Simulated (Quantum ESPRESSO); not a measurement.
# Zn4OS3: input and log of a self-consistent run

Computed values, not a measurement. The program is pw.x of Quantum ESPRESSO 7.5 (plane-wave density functional theory). The cell is made up: 8 atoms on a zincblende/diamond lattice, with randomly drawn elements, strain and displacements, not relaxed. PseudoDojo standard norm-conserving files (v0.5 for PBE, v0.4.1 for LDA and PBEsol) set the functional; there is no spin polarisation, spin-orbit coupling or dispersion term, and the masses in the input are unused placeholders.

Input:

```
&control calculation='scf', pseudo_dir='./dojo.nc.sr.pbe.v0_5.standard.upf', outdir='./o', disk_io='medium', tprnfor=.true., tstress=.true. /
&system ibrav=0, nat=8, ntyp=3, nbnd=58, ecutwfc=84.00895049, nosym=.true., tot_charge=0,
 occupations='smearing', smearing='fd', degauss=0.0018374661
/
&electrons conv_thr=7.350e-09, electron_maxstep=60, /
ATOMIC_SPECIES
O 1.0 O.upf
S 1.0 S.upf
Zn 1.0 Zn.upf
CELL_PARAMETERS angstrom
5.5972 0.0816 0.0218
0.0816 5.7113 -0.043
0.0218 -0.043 5.7166
ATOMIC_POSITIONS angstrom
Zn -0.0156 -0.0381 0.0363
Zn 0.0118 2.8973 2.9475
Zn 2.8702 0.0311 2.8885
Zn 2.7663 2.9503 0.0728
O 1.4726 1.4248 1.5004
S 1.3833 4.2 4.1805
S 4.1205 1.3883 4.4135
S 4.2206 4.2143 1.447
K_POINTS automatic
4 4 4 1 1 1
```

The log is shortened where brackets say so; the opening notice, blank lines, dates and the lines on written files are dropped, and the path of the files is cut. It prints rydbergs, bohrs and kilobars, and counts compression as positive stress. With no partly filled state, the Fermi energy that it prints is only some level between the filled and the empty states on the mesh, and need not lie in the true gap.

```
     Program PWSCF v.7.5
     Parallel version (MPI & OpenMP), running on       1 processor cores
     Number of MPI processes:                 1
     Threads/MPI process:                     1
     [start-up lines left out]
     bravais-lattice index     =            0
     lattice parameter (alat)  =      10.5784  a.u.
     unit-cell volume          =    1232.8729 (a.u.)^3
     number of atoms/cell      =            8
     number of atomic types    =            3
     number of electrons       =       104.00
     number of Kohn-Sham states=           58
     kinetic-energy cutoff     =      84.0090  Ry
     charge density cutoff     =     336.0358  Ry
     scf convergence threshold =      7.3E-09
     mixing beta               =       0.7000
     number of iterations used =            8  plain     mixing
     Exchange-correlation= PBE
                           (   1   4   3   4   0   0   0)
     [axes and pseudopotential details left out]
   Cartesian axes
     site n.     atom                  positions (alat units)
         1        Zn     tau(   1) = (  -0.0027868  -0.0068062   0.0064846  )
         2        Zn     tau(   2) = (   0.0021080   0.5175749   0.5265426  )
         3        Zn     tau(   3) = (   0.5127337   0.0055557   0.5160029  )
         4        Zn     tau(   4) = (   0.4941730   0.5270428   0.0130050  )
         5        O      tau(   5) = (   0.2630659   0.2545269   0.2680321  )
         6        S      tau(   6) = (   0.2471133   0.7502898   0.7468063  )
         7        S      tau(   7) = (   0.7360879   0.2480065   0.7884295  )
         8        S      tau(   8) = (   0.7539698   0.7528443   0.2584927  )
     number of k points=    32  Fermi-Dirac smearing, width (Ry)=  0.0018
                       cart. coord. in units 2pi/alat
        k(    1) = (   0.1227617   0.1216877   0.1228503), wk =   0.0625000
        k(    2) = (   0.1217811   0.1235450   0.3676742), wk =   0.0625000
     [further k points left out]
     Dense  grid:   128255 G-vectors     FFT dimensions: (  64,  64,  64)
     Estimated max dynamical RAM per process >     189.25 MB
     Initial potential from superposition of free atoms
     starting charge     103.9994, renormalised to     104.0000
     Starting wfcs are   56 randomized atomic wfcs +    2 random wfcs
     total cpu time spent up to now is       16.4 secs
     per-process dynamical memory:   100.0 Mb
     Self-consistent Calculation
     iteration #  1     ecut=    84.01 Ry     beta= 0.70
     Davidson diagonalization with overlap
     ethr =  1.00E-02,  avg # of iterations =  4.7
     total cpu time spent up to now is       69.2 secs
     total energy              =   -1770.92814883 Ry
     estimated scf accuracy    <       1.27298358 Ry
     iteration #  2     ecut=    84.01 Ry     beta= 0.70
     Davidson diagonalization with overlap
     ethr =  1.22E-03,  avg # of iterations =  6.7
     total cpu time spent up to now is      127.0 secs
     total energy              =   -1769.96725361 Ry
     estimated scf accuracy    <      10.87206765 Ry
     iteration #  3     ecut=    84.01 Ry     beta= 0.70
     Davidson diagonalization with overlap
     ethr =  1.22E-03,  avg # of iterations =  5.5
     total cpu time spent up to now is      180.9 secs
     total energy              =   -1771.59975559 Ry
     estimated scf accuracy    <       0.52200485 Ry
     iteration #  4     ecut=    84.01 Ry     beta= 0.70
     Davidson diagonalization with overlap
     ethr =  5.02E-04,  avg # of iterations =  2.0
     total cpu time spent up to now is      221.0 secs
     total energy              =   -1771.62564071 Ry
     estimated scf accuracy    <       0.08762638 Ry
     iteration #  5     ecut=    84.01 Ry     beta= 0.70
     Davidson diagonalization with overlap
     ethr =  8.43E-05,  avg # of iterations =  2.8
     total cpu time spent up to now is      260.1 secs
     total energy              =   -1771.62444565 Ry
     estimated scf accuracy    <       0.01685855 Ry
     [iterations 6 to 7 left out]
     iteration #  8     ecut=    84.01 Ry     beta= 0.70
     Davidson diagonalization with overlap
     ethr =  1.25E-07,  avg # of iterations =  2.0
     total cpu time spent up to now is      397.3 secs
     total energy              =   -1771.62755724 Ry
     estimated scf accuracy    <       0.00000488 Ry
     iteration #  9     ecut=    84.01 Ry     beta= 0.70
     Davidson diagonalization with overlap
     ethr =  4.69E-09,  avg # of iterations =  3.5
     total cpu time spent up to now is      451.1 secs
     total energy              =   -1771.62755876 Ry
     estimated scf accuracy    <       0.00000132 Ry
     iteration # 10     ecut=    84.01 Ry     beta= 0.70
     Davidson diagonalization with overlap
     ethr =  1.27E-09,  avg # of iterations =  2.0
     total cpu time spent up to now is      494.0 secs
     total energy              =   -1771.62755893 Ry
     estimated scf accuracy    <       0.00000012 Ry
     iteration # 11     ecut=    84.01 Ry     beta= 0.70
     Davidson diagonalization with overlap
     ethr =  1.15E-10,  avg # of iterations =  2.8
     total cpu time spent up to now is      548.1 secs
     total energy              =   -1771.62755896 Ry
     estimated scf accuracy    <       0.00000001 Ry
     iteration # 12     ecut=    84.01 Ry     beta= 0.70
     Davidson diagonalization with overlap
     ethr =  1.33E-11,  avg # of iterations =  2.8
     total cpu time spent up to now is      597.1 secs
     End of self-consistent calculation
          k = 0.1228 0.1217 0.1229 ( 16038 PWs)   bands (ev):
  -120.1489-120.1235-120.0633-120.0292 -74.3148 -74.3044 -74.2899 -74.2822
   -74.2793 -74.2614 -74.2268 -74.2232 -74.1979 -74.1968 -74.1854 -74.1594
   -10.0965  -7.5769  -7.0477  -6.8869  -1.4402  -1.3475  -1.2899  -1.2521
    -1.2303  -1.1922  -1.1621  -1.1234  -1.0863  -1.0311  -1.0122  -0.9979
    -0.9839  -0.9742  -0.9585  -0.9132  -0.9081  -0.8844  -0.8014  -0.7872
     0.8453   0.9011   1.0380   2.4966   2.5549   2.8575   2.9662   3.4568
     3.5557   3.9794   4.5116   4.6651   6.3171   8.2061   8.5669   8.7729
     8.9243   9.2015
     [levels at the other k points left out]
     the Fermi energy is     5.5492 ev
!    total energy              =   -1771.62755896 Ry
     estimated scf accuracy    <          1.1E-09 Ry
     smearing contrib. (-TS)   =      -0.00000000 Ry
     internal energy E=F+TS    =   -1771.62755896 Ry
     The total energy is F=E-TS. E is the sum of the following terms:
     one-electron contribution =   -1522.01673232 Ry
     hartree contribution      =     773.44852239 Ry
     xc contribution           =    -206.38822920 Ry
     ewald contribution        =    -816.67111984 Ry
     convergence has been achieved in  12 iterations
     Forces acting on atoms (cartesian axes, Ry/au):
     atom    1 type  3   force =     0.01348877    0.01570128    0.01457925
     atom    2 type  3   force =     0.00159938   -0.04771756   -0.03017461
     atom    3 type  3   force =    -0.03256327    0.02114014   -0.02466815
     atom    4 type  3   force =    -0.02520936   -0.03716459    0.01190034
     atom    5 type  1   force =    -0.00331768   -0.00316108   -0.00043822
     atom    6 type  2   force =     0.02551746    0.02272269    0.03495205
     atom    7 type  2   force =     0.01481935    0.00821236   -0.00766255
     atom    8 type  2   force =     0.00566534    0.02026675    0.00151189
     Total force =     0.106331     Total SCF correction =     0.000121
     Computing stress (Cartesian axis) and pressure
          total   stress  (Ry/bohr**3)                   (kbar)     P=      -94.11
  -0.00059162  -0.00001506   0.00000816          -87.03       -2.22        1.20
  -0.00001506  -0.00066624   0.00008558           -2.22      -98.01       12.59
   0.00000816   0.00008558  -0.00066129            1.20       12.59      -97.28
     init_run     :     14.75s CPU     16.29s WALL (       1 calls)
     electrons    :    563.77s CPU    580.78s WALL (       1 calls)
     forces       :      7.12s CPU      7.19s WALL (       1 calls)
     stress       :     23.90s CPU     23.98s WALL (       1 calls)
     [timing details left out]
     PWSCF        :  10m 9.76s CPU  10m29.12s WALL
     JOB DONE.
```

In other units: free energy -24104.221 eV for the cell, pressure -9.41 GPa, largest force component 1.227 eV/Å. A rerun of a related cell, with the same atoms placed differently, at 1437 eV and a 6 x 6 x 6 mesh moved values by no more than 0.002 eV in energy, 0.02 GPa in stress and 0.002 eV/Å in force.